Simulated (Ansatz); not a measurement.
This HfBi₃O structure is the end of a relaxation. The cell was found from a structure generator's guess, not taken from experiment.

Level of theory: DFT PBE, scalar-relativistic, plane waves, PAW in Ansatz 0.2.0. Cutoff 420 eV, Γ-centred mesh, Gaussian smearing, no spin polarisation.

```yaml
crystal:
  lattice:
    - [6.62725, 0.00000, 0.00000]
    - [-3.31363, 5.73937, 0.00000]
    - [0.00000, 0.00000, 3.86121]
  atoms:
    - { symbol: Hf, position: [0.00000, 0.00000, 0.00000] }
    - { symbol: Bi, position: [0.50000, 0.00000, 0.00000] }
    - { symbol: Bi, position: [0.00000, 0.50000, 0.00000] }
    - { symbol: Bi, position: [0.50000, 0.50000, 0.00000] }
    - { symbol: O, position: [0.00000, 0.00000, 0.50000] }
```

Formation energies are uncorrected and refer to the elements' standard structures at the same level (O₂ as a molecule).

Problem. What space group does it have?

Solution. P6/mmm (No. 191). Conventional cell: a = 6.627 Å, c = 3.861 Å. Around Hf lie 2 O at 1.93 Å and 6 Bi at 3.31 Å; Bi has 2 Hf at 3.31 Å, 4 Bi at 3.31 Å, 4 O at 3.84 Å and 2 Bi at 3.86 Å; O is surrounded by 2 Hf at 1.93 Å and 12 Bi at 3.84 Å.

Problem. How far does it lie from the elements in energy?

Solution. −0.67 eV/atom. It lies below the elements, which doesn't yet make it stable against other compounds or structures.

Problem. Is it a metal?

Solution. Yes, bands cross the Fermi level on the 6×6×10 mesh.

The last run used a 6×6×10 mesh (in the run's order of axes) for its 5-atom cell and Gaussian smearing of 0.10 eV. Spin–orbit coupling, which can matter for Bi and Hf, is left out. The cell is a metal run without spin; a magnetic state may lie lower. A structure relaxed within its symmetry needn't be a true minimum.
